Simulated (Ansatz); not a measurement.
**CuRu4: start and end of a relaxation**

Recipe of this trial structure of CuRu4: random cell by space group and Wyckoff sites (P6/mmm, No. 191). Lengths were set from tabulated atomic sizes, so they are only a guess.

start.cif

```cif
data_structure
_symmetry_space_group_name_H-M 'P6/mmm'
_symmetry_Int_Tables_number 191
_cell_length_a 3.2832
_cell_length_b 3.2832
_cell_length_c 7.9927
_cell_angle_alpha 90.000
_cell_angle_beta 90.000
_cell_angle_gamma 120.000
_cell_volume 74.61
loop_
_atom_site_label
_atom_site_type_symbol
_atom_site_symmetry_multiplicity
_atom_site_Wyckoff_symbol
_atom_site_fract_x
_atom_site_fract_y
_atom_site_fract_z
_atom_site_occupancy
Cu1 Cu 1 a 0.00000 0.00000 0.00000 1
Ru1 Ru 2 d 0.33333 0.66667 0.50000 1
Ru2 Ru 2 e 0.00000 0.00000 0.37728 1
```

Computed with DFT PBE, scalar-relativistic, plane waves, PAW (Ansatz 0.2.0). Cutoff 420 eV, Gaussian smearing, Γ-centred meshes. Cell and atoms relax first on a coarse mesh and then on a finer one. In between, the cell is made exact in the group found at 0.06 Å. In metals the finer mesh still leaves noise of several meV/atom or more. The steps can't lower the symmetry of their start. Collinear spin is switched on along the way, since trial moments persisted in a coarse test.

end.cif

```cif
data_structure
_symmetry_space_group_name_H-M 'P6/mmm'
_symmetry_Int_Tables_number 191
_cell_length_a 4.1079
_cell_length_b 4.1079
_cell_length_c 7.3779
_cell_angle_alpha 90.000
_cell_angle_beta 90.000
_cell_angle_gamma 120.000
_cell_volume 107.82
loop_
_atom_site_label
_atom_site_type_symbol
_atom_site_symmetry_multiplicity
_atom_site_Wyckoff_symbol
_atom_site_fract_x
_atom_site_fract_y
_atom_site_fract_z
_atom_site_occupancy
Cu1 Cu 1 a 0.00000 0.00000 0.00000 1
Ru1 Ru 2 d 0.33333 0.66667 0.50000 1
Ru2 Ru 2 e 0.00000 0.00000 0.32283 1
```

The symmetry stays P6/mmm (No. 191). The volume per atom grows by 44.5 %, from 14.9 to 21.6 Å³. The shortest distance goes from 1.90 Å (Ru–Ru) to 2.37 Å (Ru–Ru). The ratio c/a of the conventional cell changes by a factor of 0.74. The energy falls by about 7.2 eV/atom (the start's value is from the coarse mesh).

```
Volume per atom                            : 21.56 Å³
Density                                    : 7.21 g/cm³
Formation energy                           : +1.34 eV/atom
Gap on the 12×12×6 mesh of the 5-atom cell : 0 eV (a metal)
Net moment per atom                        : 0.29 μB
Moment by site                             : Cu 0.1; Ru 0.6 (×2) μB
```

Formation energies are uncorrected and refer to the elements' standard structures at the same level. The separate elements lie lower, so it is unstable against them.

The last run used collinear spin and Gaussian smearing of 0.10 eV. The magnetic state reached may not be the lowest. Symmetry constrained the relaxation, so the result can be a saddle point. In all, the 5 runs took 10 min on 1 thread of Arm Neoverse V1, on a shared host. Another cell of CuRu4 relaxed alike but without spin, in P-3m1, lies 1.23 eV/atom lower, so this cell isn't the stable form at this level. Site moments count only spheres around the atoms; the net moment includes the space between them.
